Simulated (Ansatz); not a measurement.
# Chalcopyrite alloy of ZnSiP2 and MgSiP2 (2 of 16 Zn sites exchanged), 64 atoms

All numbers below come from Ansatz 0.2.0, DFT, PBEsol, PAW, plane waves.

Command:

```sh
ansatz run in.yaml --threads 7 --pin off --max-ram 13300MiB --runs-dir r --events-out ev --progress --plain
```

The input less its lattice and atoms:

```yaml
crystal:
  symmetry: { detect: false }
kpoints:
  mp_grid: { grid: [1, 1, 1], shift: [0.25, 0.25, 0.25] }
hamiltonian:
  xc: pbesol
scf:
  occupations: { method: fermi_dirac, width: 0.01 }
relax:
  f_tol: 0.03
  max_steps: 80
  escape_saddle: false
  adjacent_minimum: "off"
  cell: { fix: [alpha, beta, gamma] }
output:
  forces: true
  eigenvalues: true
  populations: true
```

Start:

```
Zn Mg Si P
1.0
    10.79598   -0.00005   -0.00001
    -0.00005   10.79598   -0.00001
    -0.00001   -0.00001   10.40163
Zn Mg Si P
14 2 16 32
Direct
  0.00159 0.99912 0.99795
  0.99964 0.49934 0.00147
  0.49517 0.00381 0.99814
  0.00108 0.25010 0.24974
  0.99631 0.74906 0.25060
  0.49771 0.24980 0.24894
  0.50233 0.74853 0.25081
  0.24820 0.99969 0.74932
  0.25090 0.49586 0.75310
  0.74869 0.00156 0.75131
  0.74859 0.49952 0.74842
  0.24864 0.74815 0.50329
  0.75051 0.25318 0.49995
  0.75167 0.75046 0.49760
  0.49946 0.50154 0.99830
  0.25220 0.24951 0.49959
  0.00170 0.00168 0.49976
  0.99711 0.50105 0.50019
  0.49933 0.99726 0.49856
  0.49985 0.49853 0.50297
  0.25095 0.00013 0.24963
  0.25385 0.49665 0.25121
  0.75022 0.00094 0.25216
  0.75386 0.49896 0.25098
  0.24951 0.25097 0.99922
  0.25150 0.75069 0.99980
  0.74867 0.25305 0.99790
  0.75118 0.75127 0.99993
  0.00352 0.24788 0.74996
  0.00215 0.74916 0.74953
  0.50036 0.24844 0.74850
  0.49968 0.75025 0.75363
  0.13327 0.12367 0.12224
  0.13219 0.62535 0.12519
  0.63516 0.12465 0.12891
  0.63264 0.62967 0.12350
  0.11624 0.12367 0.62518
  0.11522 0.62524 0.62442
  0.61871 0.12437 0.62808
  0.61711 0.62311 0.62520
  0.36491 0.37609 0.12725
  0.36700 0.87684 0.12395
  0.86439 0.37579 0.12543
  0.86719 0.87181 0.12554
  0.37440 0.11314 0.37749
  0.37223 0.61541 0.37697
  0.87499 0.11510 0.37650
  0.87067 0.61708 0.37588
  0.12573 0.38751 0.37438
  0.12712 0.88466 0.37484
  0.62472 0.38718 0.37416
  0.62497 0.88898 0.37555
  0.12289 0.36631 0.87620
  0.12593 0.86317 0.87382
  0.62411 0.36602 0.87588
  0.62488 0.86784 0.87494
  0.38540 0.37605 0.62435
  0.38357 0.87349 0.62313
  0.88491 0.37392 0.62381
  0.88399 0.87159 0.62727
  0.37571 0.13213 0.87358
  0.37603 0.63597 0.87179
  0.87560 0.13369 0.87366
  0.87507 0.63473 0.87386
```

Steps:

```
 step  energy less the first (eV)  largest force component (eV/Å)  pressure (GPa)
start                       0.000                           1.057            0.31
    1                      -0.790                           0.390           -0.01
    2                      -0.907                           0.065           -0.03
    3                      -0.909                           0.035            0.03
    4                      -0.911                           0.011            0.00
    5                      -0.911                           0.011            0.00
```

A structure on the way, about -0.79 eV from the start:

```xyz
64
Lattice="10.7588 -0.0001 0.0000 -0.0001 10.7977 0.0000 0.0000 0.0000 10.4515" Properties=species:S:1:pos:R:3 pbc="T T T"
Zn    0.0063    0.0009    0.0008
Zn    0.0009    5.4016    0.0158
Zn    5.3368    0.0221   10.4421
Zn   10.7584    2.6902    2.6156
Zn   10.7367    8.0943    2.6043
Zn    5.3818    2.6807    2.6011
Zn    5.4112    8.0806    2.6187
Zn    2.6822   10.7911    7.8365
Zn    2.6928    5.3788    7.8588
Zn    8.0556    0.0094    7.8429
Zn    8.0672    5.4062    7.8303
Zn    2.6782    8.0853    5.2483
Zn    8.0743    2.7211    5.2284
Zn    8.0891    8.0953    5.2172
Mg    5.3732    5.4032   10.4420
Mg    2.6952    2.6885    5.2184
Si   10.7454   10.7830    5.2191
Si   10.7312    5.4318    5.2440
Si    5.4087   10.7605    5.1966
Si    5.4084    5.4248    5.2404
Si    2.6888   10.7619    2.5982
Si    2.6830    5.4122    2.6247
Si    8.0732    0.0124    2.6153
Si    8.0970    5.3936    2.6356
Si    2.6632    2.6812    0.0029
Si    2.6676    8.1333   10.4406
Si    8.0979    2.6962    0.0070
Si    8.0919    8.1331    0.0020
Si   10.7524    2.6916    7.8522
Si   10.7540    8.1003    7.8388
Si    5.4128    2.6669    7.8269
Si    5.3867    8.1340    7.8422
P     1.4196    1.3268    1.3105
P     1.4245    6.7647    1.2940
P     6.8218    1.3396    1.3072
P     6.8707    6.8024    1.3324
P     1.1944    1.2975    6.5755
P     1.2500    6.7571    6.5437
P     6.6572    1.3305    6.5229
P     6.6530    6.7601    6.5437
P     3.8801    4.0095    1.3673
P     3.9581    9.4346    1.2976
P     9.3278    4.0557    1.3216
P     9.3405    9.4482    1.3129
P     4.0697    1.1862    3.8831
P     4.0241    6.6659    3.9269
P     9.4063    1.2549    3.9271
P     9.3957    6.6763    3.9219
P     1.2882    4.2069    3.8887
P     1.3422    9.5251    3.9183
P     6.7209    4.1432    3.9184
P     6.7530    9.5368    3.9097
P     1.3283    3.9608    9.1525
P     1.3236    9.3677    9.1277
P     6.7783    3.9026    9.1270
P     6.7228    9.3835    9.1504
P     4.1943    4.0875    6.5630
P     4.1250    9.4495    6.5022
P     9.5030    4.0504    6.5286
P     9.4899    9.4303    6.5446
P     4.0356    1.4345    9.1366
P     3.9997    6.9166    9.0912
P     9.4171    1.4166    9.1451
P     9.4121    6.8409    9.1512
```

End:

```
Zn Mg Si P
1.0
    10.77797   -0.00005   -0.00001
    -0.00005   10.78019   -0.00001
    -0.00001   -0.00001   10.44185
Zn Mg Si P
14 2 16 32
Direct
  0.99962 0.00021 0.00047
  0.99966 0.49987 0.00090
  0.49951 0.00048 0.00103
  0.99972 0.24823 0.25036
  0.00030 0.74980 0.25063
  0.50244 0.25009 0.25074
  0.49950 0.74979 0.25082
  0.25117 0.99936 0.75076
  0.24830 0.49908 0.75070
  0.75055 0.99911 0.75052
  0.75129 0.50081 0.75052
  0.24979 0.74995 0.50114
  0.74945 0.25043 0.50072
  0.74881 0.75019 0.50044
  0.49805 0.49927 0.99968
  0.24983 0.25036 0.49946
  0.99796 0.99772 0.50015
  0.99753 0.50316 0.50069
  0.50305 0.99767 0.49777
  0.50299 0.50278 0.50070
  0.25070 0.99785 0.24847
  0.24755 0.50276 0.24995
  0.75053 0.00032 0.24978
  0.75276 0.50084 0.25090
  0.24791 0.24768 0.00035
  0.24781 0.75317 0.99778
  0.75311 0.24770 0.00053
  0.75280 0.75263 0.00044
  0.99812 0.24983 0.75082
  0.00029 0.75058 0.74982
  0.50328 0.24813 0.74971
  0.50005 0.75318 0.74877
  0.13148 0.12248 0.12536
  0.13233 0.62669 0.12290
  0.63306 0.12506 0.12479
  0.63961 0.63028 0.12951
  0.11054 0.11897 0.62992
  0.11712 0.62454 0.62540
  0.61810 0.12257 0.62348
  0.61861 0.62678 0.62641
  0.35930 0.36866 0.13184
  0.36709 0.87326 0.12356
  0.86824 0.37376 0.12543
  0.86923 0.87633 0.12540
  0.38103 0.11052 0.36917
  0.37453 0.61738 0.37544
  0.87412 0.11701 0.37579
  0.87360 0.61960 0.37620
  0.11751 0.39053 0.37067
  0.12512 0.88204 0.37539
  0.62576 0.38384 0.37486
  0.62676 0.88052 0.37370
  0.12379 0.36627 0.87528
  0.12286 0.86986 0.87439
  0.63194 0.36036 0.87107
  0.62475 0.86809 0.87593
  0.39073 0.38062 0.63109
  0.38318 0.87629 0.62309
  0.88201 0.37549 0.62474
  0.88088 0.87278 0.62459
  0.37525 0.13271 0.87484
  0.36866 0.64016 0.86853
  0.87582 0.13074 0.87565
  0.87564 0.63316 0.87546
```

The calculation finished and met its thresholds.

Time: 77 s of wall time on 7 threads of a Neoverse-V2 processor, on a host shared with other runs; peak host memory 2.2 GiB.

Q: How much energy did the relaxation gain, and which atom moved most?

A: 0.91 eV in 5 steps, from a start with small random displacements; atom 45 (P) moved 0.12 Å, the median atom 0.04 Å (drift of the whole cell removed).
